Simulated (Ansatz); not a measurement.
N in its lowest state found on the top face of a (001) slab of TiAl (P4/mmm (No. 123)), 4 planes, outer planes Ti (top) and Al (bottom); 1 a cell of 7.81 Å², its atoms last:

```
CELL_PARAMETERS angstrom
2.79516 0.00000 0.00000
0.00000 2.79516 0.00000
0.00000 0.00000 25.05811
ATOMIC_POSITIONS crystal
Al 0.50000 0.50000 0.33921
Ti 0.00000 0.00000 0.41980
Al 0.50000 0.50000 0.49749
Ti 0.00000 0.00000 0.57650
N 0.50000 0.50000 0.58404
```

All numbers below come from DFT PBEsol, scalar-relativistic, plane waves, PAW in Ansatz 0.2.0. Settings: cutoff 420 eV, Γ-centred mesh 10×10×1 on the computed 5-atom cell, Gaussian smearing of 0.10 eV; no spin polarisation. A dipole correction removes the field between periodic images along c.

The clean top face has a work function of 4.60 eV. Adsorption changes the slab's dipole along +c by Δp = +0.0532 e·Å a cell (+0.26 D an adsorbate).

(1) What change of work function does the Helmholtz equation give?

(2) How does that compare with the calculation?

(3) What does the sign say about the electrons?

Spin polarisation was left out, and a magnetic state may lie lower.

## Answers

(1) A sheet of dipoles makes a step in an electron's potential energy of −e·Δp/(ε0·A), and e/ε0 = 180.95 eV·Å for Δp in e·Å: −180.95 × (0.0532)/7.81 = -1.23 eV. This is the change of φ(top) − φ(bottom). If the bottom face is unmoved, φ(top) becomes 3.36 eV.

(2) φ(top) changes by -1.37 eV and φ(bottom) by -0.14 eV, so their difference changes by -1.23 eV. The slab is thin enough for the adsorbate to shift the Fermi level against the bottom face too.

(3) The change of dipole points out of the surface, so the work function falls. The adsorbate sits in the top plane, so electrons that it takes lie at or under the surface atoms. Δp also holds the adsorbate's own dipole and the moves of the surface atoms, so it isn't a charge transfer alone.